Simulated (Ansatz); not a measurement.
Space group P-3m1 (No. 164). a = 2.522 Å, b = 2.522 Å, c = 10.196 Å, α = 90.00°, β = 90.00°, γ = 120.00°
```csv
atom,site,symmetry,x,y,z
B,2c,3m.,0.0000,0.0000,0.4142
B,2d,3m.,0.6667,0.3333,0.0309
O,2d,3m.,0.6667,0.3333,0.3596
```

Equation of state of this B₂O structure (not necessarily the ground state), with shape and atoms relaxed at each volume where symmetry leaves them free. It has no gap at any of these volumes. All numbers below come from Ansatz, DFT PBEsol, scalar-relativistic, plane waves, PAW.

Plane waves to 420 eV, a k mesh through Γ of 18×18×4 on the computed 6-atom cell and Gaussian smearing (0.10 eV); no spin polarisation.

```csv
V (Å³/atom),E − E(largest V) (meV/atom),P (GPa)
8.801,1.32,1.14
9.082,0.04,0.49
9.362,-0.36,-0.01
9.643,-0.30,-0.15
9.924,0.00,-0.23
```

Fit a third-order Birch–Murnaghan equation to E(V).

V0 = 9.44 Å³/atom, B0 = 8 GPa, B0' = 22.9. B0' is unusual or poorly fixed by this range. Weakly bound parts are held here without a dispersion correction, so V0, B0 and B0' are rough as values of the real crystal.

The cell holds layers, and where no dispersion correction was added their binding is poorly described. Spin polarisation was left out, and a magnetic state may lie lower.